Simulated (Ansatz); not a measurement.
Values for one crystal, relaxed and computed with the program Ansatz at the r²SCAN level (PAW); other levels are named.

- Volume per atom = 14.75 Å³
- Electronic character = metallic (no gap)
- Density of states at the Fermi level = 0.21 states/eV per atom (mean over ±0.08 eV)
- Formation energy from the elements (no fitted shifts) = -0.79 eV/atom

Question: Pick the material that matches.
A. TiSi, Pnma (Ti on 4c, Si on 4c)
B. YSiNi, Pnma (Y on 4c, Si on 4c, Ni on 4c)
C. LaCoSi2, Cmcm (La on 4c, Co on 4c, Si on 4c, Si on 4c)
D. Y2MgSi2, P4/mbm (Y on 4h, Mg on 2a, Si on 4g)

Answer: A, TiSi, Pnma (Ti on 4c, Si on 4c)

The first step of the workflow began from a Materials Project structure, measured or hypothetical; the Crystallography Open Database copy checked does not list it. COD files the formula under space group No. 25, so this cell is another polymorph or a model. Whether it is the stable phase at ambient conditions was not checked. The cell was relaxed with r²SCAN under the symmetry of its start; its stability against distortions is not shown here. The run is not spin-polarised. The references are the lowest solids computed at this level, not always the standard phases.

Potentials: the earlier of the program's two PAW sets.
